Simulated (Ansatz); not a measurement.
Ca3PbO:
```yaml
crystal:
  lattice:
    - [4.83687, 0.00000, 0.00000]
    - [0.00000, 4.83687, 0.00000]
    - [0.00000, 0.00000, 4.83687]
  atoms:
    - { symbol: O, position: [0.50000, 0.50000, 0.50000] }
    - { symbol: Pb, position: [0.00000, 0.00000, 0.00000] }
    - { symbol: Ca, position: [0.00000, 0.50000, 0.50000] }
    - { symbol: Ca, position: [0.50000, 0.00000, 0.50000] }
    - { symbol: Ca, position: [0.50000, 0.50000, 0.00000] }
```

Plane-wave PAW r²SCAN (Ansatz code) gives a gap of 0.19 eV without spin–orbit coupling, maximum at Γ, minimum at Γ.

Task: What happens when spin–orbit coupling is switched on?

Result: The gap closes at this level.

Space group Pm-3m (anti-perovskite). The workflow started from an entry of the Crystallography Open Database (COD). Its standing as an ambient phase is unchecked. The cell was relaxed with r²SCAN under the symmetry of its start; whether a distortion lowers the energy is not shown.

Potentials: the later of the program's two PAW sets.
